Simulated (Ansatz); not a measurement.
SrTiO3 (cubic perovskite)

```xyz
5
Lattice="3.9365 0.0000 0.0000 0.0000 3.9365 0.0000 0.0000 0.0000 3.9365" Properties=species:S:1:pos:R:3 pbc="T T T"
Sr     0.0000     0.0000     0.0000
Ti     1.9682     1.9682     1.9682
O      0.0000     1.9682     1.9682
O      1.9682     1.9682     0.0000
O      1.9682     0.0000     1.9682
```

The slice is a {110} plane (indices of the conventional cell) through the point (0.000, 0.500, 0.500) (fractional), spanned by u = [100] and v = [011] in vectors of this cell: u (3.94 Å) and v (5.57 Å, at 90° to u). It covers one period; positions are fractions (u, v).

Computed with PBE (plane waves to 420 eV, PAW, scalar-relativistic; Ansatz, a quantum-chemistry and plane-wave program). k mesh 8×8×8. Near the nuclei the fields are pseudised (PAW); where an atom keeps semicore shells as valence, they peak there. SrTiO3 is run without spin polarisation. SrTiO3 was relaxed with its symmetry unable to fall.

Three fields on this plane, each scaled to ten steps between its own extremes (0 low, 9 high; the total valence density on a logarithmic scale, the potential cut 8 eV below its top; x marks points blanked near nuclei; v = 0 in the bottom row):

Map A
```
|xxxx723xxxxxxx327xxx|
|xxxx612xxxxxxx216xxx|
|xxx85102xxxxx20158xx|
|x886310013x310013688|
|66531000000000001356|
|11110000000000000111|
|00000000000000000000|
|22100000000000000012|
|87631000000000001367|
|x9985100000000015899|
|xxx984000000000489xx|
|xxxx9710000000179xxx|
|xxxx9830000000389xxx|
|xxxxx84000000048xxxx|
|xxxx9830000000389xxx|
|xxxx9710000000179xxx|
|xxx984000000000489xx|
|x9985100000000015899|
|87631000000000001367|
|22100000000000000012|
|00000000000000000000|
|11110000000000000111|
|66531000000000001356|
|x886310013x310013688|
|xxx85102xxxxx20158xx|
|xxxx612xxxxxxx216xxx|
|xxxx723xxxxxxx327xxx|
|xxxxx2xxxxxxxxx2xxxx|
```

Map B
```
|xxxx100xxxxxxx001xxx|
|xxxx300xxxxxxx003xxx|
|xxx65100xxxxx00156xx|
|x788740000x000047887|
|88987641000001467898|
|78887765433345677888|
|55567777777777777655|
|00135678899988765310|
|00001468999998641000|
|x0000157999997510000|
|xxx000368999863000xx|
|xxxx0015789875100xxx|
|xxxx0004788874000xxx|
|xxxxx00468986400xxxx|
|xxxx0004788874000xxx|
|xxxx0015789875100xxx|
|xxx000368999863000xx|
|x0000157999997510000|
|00001468999998641000|
|00135678899988765310|
|55567777777777777655|
|78887765433345677888|
|88987641000001467898|
|x788740000x000047887|
|xxx65100xxxxx00156xx|
|xxxx300xxxxxxx003xxx|
|xxxx100xxxxxxx001xxx|
|xxxxx0xxxxxxxxx0xxxx|
```

Map C
```
|xxxx979xxxxxxx979xxx|
|xxxx878xxxxxxx878xxx|
|xxx86568xxxxx86568xx|
|x876544578x875445678|
|66544334556554334456|
|44333233444443323334|
|33322223344433222233|
|55432222333332222345|
|77654322233322234567|
|x9976432222222346799|
|xxx975321111123579xx|
|xxxx9642100012469xxx|
|xxxx9752100012579xxx|
|xxxxx75210001257xxxx|
|xxxx9752100012579xxx|
|xxxx9642100012469xxx|
|xxx975321111123579xx|
|x9976432222222346799|
|77654322233322234567|
|55432222333332222345|
|33322223344433222233|
|44333233444443323334|
|66544334556554334456|
|x876544578x875445678|
|xxx86568xxxxx86568xx|
|xxxx878xxxxxxx878xxx|
|xxxx979xxxxxxx979xxx|
|xxxxx8xxxxxxxxx8xxxx|
```

Q: Assign the maps to these fields: electron localisation function (ELF); valence electron density; electrostatic potential energy of an electron, from the cell's mean.

A: A is the electron localisation function (ELF); B is the electrostatic potential energy of an electron, from the cell's mean; C is the valence electron density.
